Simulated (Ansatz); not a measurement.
Total density of states per atom from plane-wave PAW PBEsol (Ansatz code), in 0.25 eV bins, energy from the Fermi level:

```
E (eV) | states/eV/atom
    -7.85 | ##### 0.43
    -7.60 | ##### 0.44
    -7.35 | ##### 0.46
    -7.10 | ###### 0.49
    -6.85 | ###### 0.51
    -6.60 | ##### 0.47
    -6.35 | ###### 0.52
    -6.10 | ###### 0.57
    -5.85 | ###### 0.50
    -5.60 | ## 0.19
    -5.35 | ## 0.14
    -5.10 | ### 0.26
    -4.85 | ###### 0.50
    -4.60 | ###### 0.53
    -4.35 | ####### 0.60
    -4.10 | ####### 0.58
    -3.85 | ############## 1.24
    -3.60 | ########### 0.97
    -3.35 | ###### 0.49
    -3.10 | ####### 0.65
    -2.85 | ########## 0.93
    -2.60 | ################## 1.55
    -2.35 | ############################## 2.66
    -2.10 | ###################### 1.94
    -1.85 | ################## 1.61
    -1.60 | ########################### 2.41
    -1.35 | ########### 0.96
    -1.10 | ############# 1.18
    -0.85 | ###################### 1.92
    -0.60 | ########## 0.87
    -0.35 | ###### 0.54
    -0.10 | ######## 0.73
     0.15 | ####### 0.63
     0.40 | ### 0.28
     0.65 | ## 0.19
     0.90 | ##### 0.44
     1.15 | ####### 0.65
     1.40 | ####### 0.59
     1.65 | ####### 0.63
     1.90 | ###### 0.50
     2.15 | #### 0.37
     2.40 | ### 0.26
     2.65 | ### 0.26
     2.90 | #### 0.36
     3.15 | ### 0.24
     3.40 | ## 0.15
     3.65 | # 0.09
     3.90 | ## 0.18
     4.15 | ## 0.17
     4.40 | ## 0.20
     4.65 | ## 0.22
```

Q: Pick the material that matches.
A. Fe4N, Pm-3m (Fe on 3c, Fe on 1a, N on 1b)
B. W3N4, Pm-3m (N on 1b, N on 3d, W on 3c)
C. Ni3SnN, anti-perovskite
D. AlGa3N4, P-43m (Al on 1a, Ga on 3c, N on 4e)

A: C, Ni3SnN, anti-perovskite. Within 0.5 eV of the Fermi level: Ni 3d 63 %, N 2p 15 %, Sn 5s 10 %, Sn 5p 6 %, Ni 4s 5 %. Projections are on Löwdin-orthogonalised atomic valence shells; empty p or d shells of many metals are not among them.

The first step of the workflow began from a Materials Project structure, measured or hypothetical; the Crystallography Open Database copy checked does not list it. Whether it is the stable phase at ambient conditions was not checked. Symmetry was held in the PBEsol relaxation. At this level the phase is dynamically unstable (imaginary phonons). The run is not spin-polarised. With an odd number of electrons in the cell and no spin polarisation, the count alone makes it a metal. Spin–orbit coupling is left out wherever it is not named.

Potentials: the later of the program's two PAW sets.
